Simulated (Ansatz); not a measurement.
**Structure relaxation, TaRu**

The start is a relaxed TaRu cell deformed by the Cartesian strain tensor (xx, yy, zz, yz, xz, xy) = (-0.093, -0.032, 0.037, 0.078, 0.017, 0.073). Cell shape, volume and atoms are optimised at zero target pressure with PBEsol (plane waves to 420 eV, PAW, scalar-relativistic; Ansatz, a quantum-chemistry and plane-wave program). The first steps use a coarse 12×11×9 k-mesh.

Input geometry:
```
TaRu
1.0
    2.74327     0.22230     0.05293
    0.22230     2.92776     0.23591
    0.05926     0.26413     3.51160
Ta Ru
1 1
Direct
  0.50000   0.50000   0.50000
  0.00000   0.00000   0.00000
```

Task: How large is the pressure on the unrelaxed cell, and of which sign?

Result: +43.7 GPa (positive: the cell is compressed).

Task: Does it find its way back to the structure it was made from?

Result: It relaxes back to the parent, P4/mmm (No. 123).

Task: How do the shortest distances between atoms change?

Result: The closest pairs of elements (up to four, under 3.6 Å), start → end: Ru–Ta 2.43 → 2.73 Å; Ta–Ta 2.75 → 3.02 Å; Ru–Ru 2.75 → 3.02 Å.

Task: What band gap does the relaxed structure have at this level?

Result: No gap (metallic).

It ends as:

Space group P4/mmm (No. 123); a = b = 3.025 Å, c = 3.386 Å, α = β = γ = 90.00°

```
atom  site  symmetry       x       y       z
----  ----  --------  ------  ------  ------
Ta      1d     4/mmm  0.5000  0.5000  0.5000
Ru      1a     4/mmm  0.0000  0.0000  0.0000
```

Final values are on a 15×15×14 k-mesh of the relaxed cell. No spin polarisation in the result.

The run could not lose the symmetry of its start.

All atoms sit on sites fixed by symmetry, so only the cell could relax.
